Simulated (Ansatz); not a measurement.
VRu: zone-centre modes under pressure

VRu, Pm-3m, a = 2.951 Å. The structure is a COD entry; whether it is the stable form wasn't checked. Ansatz: LDA, PAW, 420 eV, Γ-centred 14×14×14 mesh on 2 atoms, Fermi-Dirac smearing 0.15 eV; no spin polarisation. Cell and atoms are relaxed at each pressure with the symmetry kept; optical modes at Γ by linear response, in cm⁻¹, the highest.

| P (GPa) | V (Å³/atom) | ω1 |
| --- | --- | --- |
| 0 | 12.854 | 124.7 |
| 3 | 12.724 | 132.1 |
| 10 | 12.444 | ? |

Question: Get the mode's Grüneisen parameter γ = −d ln ω/d ln V from the other rows and predict the missing frequency.

Answer: ln(V/V0) = 0.0000, -0.0102, -0.0324; a line through ln(ω/ω0) of the 2 known rows gives ω1: γ = 5.652, predicted 149.8, computed 147.3. The miss is 1.7 %: γ isn't constant over this range. In a metal these frequencies hang on the mesh and smearing.